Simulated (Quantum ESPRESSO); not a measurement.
# Kohn-Sham bands of YSi2 (P6/mmm)

```
YSi2
1.0
    4.07549     0.00000     0.00000
   -2.03775     3.52948     0.00000
    0.00000     0.00000     3.99013
Y Si
1 2
Cartesian
  0.00000   0.00000   0.00000
  2.03775  -1.17649   1.99506
 -2.03775   1.17649   1.99506
```

Structure: Materials Project mp-2568, symmetrised, not relaxed again. COD (Crystallography Open Database) has an entry of this formula and space group (matched by these alone). Method: PBEsol plane waves in Quantum ESPRESSO 7.5 (PseudoDojo norm-conserving files, 58 Ry, spinors with spin-orbit coupling), Bloch states on a 6×6×6 mesh through Γ, Wannier90 4.0.1. Density: 12×12×8 mesh, cold smearing 0.01 Ry.

Energies are relative to the Fermi level; weights are on the orthonormalised atomic waves of the pseudopotential files, averaged over the group. 19 electrons a cell are treated as valence.

Q: Into which isolated groups do the bands fall, where do they lie and what are they made of?

A: 
```json
[
 {"bands": "1–2", "from (eV)": "-42.57", "to (eV)": "-42.55", "filling": "filled", "weight on atomic waves": "Y 4s 96 %"},
 {"bands": "3–4", "from (eV)": "-23.66", "to (eV)": "-23.57", "filling": "filled", "weight on atomic waves": "Y 4p 98 %"},
 {"bands": "5–8", "from (eV)": "-22.27", "to (eV)": "-22.11", "filling": "filled", "weight on atomic waves": "Y 4p 98 %"}
]
```

No gap over 0.05 eV opens at the Fermi level at this level of theory.
